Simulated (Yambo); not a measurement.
**MgCrO$_{4}$: sweep of GW parameters**

G0W0@PBEsol for MgCrO$_{4}$ (space group Cmcm, No. 63) in Yambo. Reference settings: 2×2×2 Γ-centred k mesh, bands 11 to 231 and a 7 Ry block in the screening, 231 bands in G with the Bruneval-Gonze terminator, plasmon pole fitted at 27.2 eV. The PBEsol gap Γ → (-0.5, -0.5, 0) on this mesh is 2.40 eV; G0W0 gaps are taken between the same points.

| change from the reference | G0W0 gap Γ → (-0.5, -0.5, 0) (eV) | shift of the valence edge (eV) | rough Yambo cost |
|---|---|---|---|
| reference settings | 4.91 | -0.64 | 1 |
| 102 bands in W, 102 bands in G | 4.90 | -0.48 | about 1/2 |
| 157 bands in W, 157 bands in G | 4.89 | -0.58 | within a factor of two |
| 102 bands in G | 4.90 | -0.60 | – |
| 157 bands in G | 4.91 | -0.63 | – |
| 121 bands in W | 4.89 | -0.54 | within a factor of two |
| 2 Ry block | 5.70 | -0.89 | within a factor of two |
| 3 Ry block | 5.29 | -0.67 | within a factor of two |
| 6 Ry block | 4.94 | -0.63 | within a factor of two |
| pole fitted at 15 eV | 4.81 | -0.57 | – |
| no random integration | 4.85 | -0.44 | – |
| 2×2×1 mesh | 4.88 | -0.59 | about 1/2 |
| 102 bands in G, no terminator | 4.85 | -0.02 | – |
| 157 bands in G, no terminator | 4.91 | -0.30 | – |
| no terminator | 4.93 | -0.44 | – |

The reference isn't shown to be the converged limit. Costs are rough (shared machines), scaled to the same edge states, and given only for runs that recompute the screening.

The 3d shell has no Hubbard U; the runs are without spin polarisation, and magnetic order was not tried.

Geometry of the Materials Project entry, not relaxed at this level; primitive cell a = 4.986 Å, b = 4.986 Å, c = 6.337 Å, α = 90.00°, β = 90.00°, γ = 113.25°.

A shift is the quasiparticle energy of the state minus its PBEsol energy.
